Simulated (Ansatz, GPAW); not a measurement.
Ga3Se: energy against volume and a worked fit

It takes space group Pm-3m (No. 221, cubic). The conventional cell has a = 4.432 Å, b = 4.432 Å, c = 4.432 Å, α = 90.00°, β = 90.00°, γ = 90.00°. Se (site symmetry m-3m) has 12 Ga at 3.13 Å as nearest neighbours. Around Ga (site symmetry 4/mmm) lie 4 Se at 3.13 Å and 8 Ga at 3.13 Å.

The cell comes from a database or a generator and needn't be the stable form of this composition.

The cell was scaled at fixed shape and fractions and run with Ansatz, Ansatz PAW, cutoff 420 eV; PBE, k mesh 6 × 6 × 6 on the cell of 4 atoms, fermi-dirac occupations of 0.05 eV, no spin polarisation, no spin-orbit coupling. Energies are those that the program minimises, any entropy of the smearing included. For a metal such a mesh isn't converged to the digits shown.

```tsv
V (Å³/atom)	energy over the lowest row (meV/atom)
20.4646	6.129
20.9000	1.782
21.3355	0.000
21.7709	?
22.2063	2.987
22.6417	7.258
23.0771	13.103
```

Problem. Fit the third-order Birch-Murnaghan form, give V0, B0 and B′, and predict the energy left open.

Solution. With y = (V0/V)^(2/3), E = E0 + (9 V0 B0/16) [(y - 1)³ B′ + (y - 1)² (6 - 4y)]. Least squares through the rows shown give V0 = 21.4526 Å³/atom, E0 = -0.080 meV, B0 = 39.77 GPa (1 eV/Å³ = 160.218 GPa) and B′ = 5.03, with a largest miss of 0.002 meV. At V = 21.7709 the form with these constants gives 0.489 meV; the run gave 0.490 meV an atom. Other set-ups at this level, from all their volumes (Å³/atom, GPa): GPAW, GPAW PAW data sets (gpaw-data 1.2.1): V0 21.305, B0 41.4.
